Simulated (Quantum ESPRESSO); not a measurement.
**Kohn-Sham bands of TaN (P-62m)**

```xyz
6
Lattice="5.2085 0.0000 0.0000 -2.6042 4.5107 0.0000 0.0000 0.0000 2.9148" Properties=species:S:1:pos:R:3 pbc="T T T"
Ta     0.0000     0.0000     0.0000
Ta     2.6042    -1.5036     1.4574
Ta    -2.6042     1.5036     1.4574
N      2.0438     0.0000     0.0000
N     -1.0219    -1.7700     0.0000
N     -1.0219     1.7700     0.0000
```

Materials Project entry mp-1279; symmetrised, unrelaxed at this level. COD (Crystallography Open Database) has the formula in 5 space groups, this one among them (matched by group alone). Computed values, not measurements, from PBEsol: Quantum ESPRESSO (norm-conserving PseudoDojo potentials, cutoff 68 Ry, spinors with spin-orbit coupling) on a Γ-centred 4×4×6 mesh, then Wannier90. Density: 12×12×10 mesh, cold smearing 0.01 Ry.

Energies are relative to the Fermi level; weights are on the orthonormalised atomic waves of the pseudopotential files, averaged over the group. 54 electrons a cell are treated as valence.

### Question
Into which isolated groups do the bands fall, where do they lie and what are they made of?

### Answer
| bands | from (eV) | to (eV) | filling | weight on atomic waves |
|---|---|---|---|---|
| 1–4 | -69.19 | -69.10 | filled | Ta 5s 96 % |
| 5–6 | -68.55 | -68.51 | filled | Ta 5s 96 % |
| 7–10 | -42.23 | -42.00 | filled | Ta 5p 98 % |
| 11–12 | -41.56 | -41.45 | filled | Ta 5p 98 % |
| 13–24 | -33.88 | -32.46 | filled | Ta 5p 97 % |
| 25–30 | -18.25 | -15.31 | filled | N 2s 67 %, Ta 5d 18 %, Ta 6s 10 % |

No gap over 0.05 eV opens at the Fermi level at this level of theory.
